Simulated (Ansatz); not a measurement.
The relaxed structure here is a generated cell of TiC: the first start was made by placing the elements on the sites of a structure type, and the end was not matched to a known phase here, so it may be hypothetical. Known forms of TiC include space group No. 225.

A relaxed cell of TiC (Amm2 (No. 38)), relaxed on a k-mesh at least as fine as the one used below. The numbers are results of PBE (plane waves to 420 eV, PAW, scalar-relativistic; Ansatz, a program for electronic structure), not measurements. Γ-centred k-mesh 11×7×7 on the run's cell (coarser than for final values), Fermi–Dirac smearing 0.05 eV.

```
TiC
1.0
    2.92171     0.00000     0.00000
    0.00000     2.68668     4.94269
    0.00000    -2.68668     4.94269
Ti C
3 3
Cartesian
  0.00000   0.00000   4.86240
  0.00000  -1.41949   7.17944
  0.00000   1.41949   7.17944
  0.00000   0.00000   0.64204
  1.46085   0.00000   3.39893
  1.46085   0.00000   6.55850
```

Every atom was then displaced along an unstable phonon, and the forces became (eV/Å):

```
atom    Fx     Fy     Fz
----  ----  -----  -----
Ti1   0.00  -0.62  -0.02
Ti2   0.00   0.20   0.34
Ti3   0.00   0.24  -0.26
C4    0.00   0.16  -0.05
C5    0.00  -0.02   0.01
C6    0.00   0.04  -0.02
```

Which atom was moved farthest relative to the others, and in which direction?

Ti1, by (0.00, -0.16, 0.00) Å (0.16 Å, mean shift removed); the next is C4 with 0.12 Å. Its force makes an angle of 2° with its move.

All displacements (Å):

| atom | ux | uy | uz |
|---|---|---|---|
| Ti1 | 0.000 | -0.134 | 0.000 |
| Ti2 | 0.000 | 0.036 | 0.056 |
| Ti3 | 0.000 | 0.036 | -0.056 |
| C4 | 0.000 | 0.150 | 0.000 |
| C5 | 0.000 | 0.044 | 0.000 |
| C6 | 0.000 | 0.053 | 0.000 |

The undisplaced cell is probably no minimum: from this displacement the run went on to Amm2 (No. 38), 0.09 eV/atom below it.

No spin polarisation in the result.
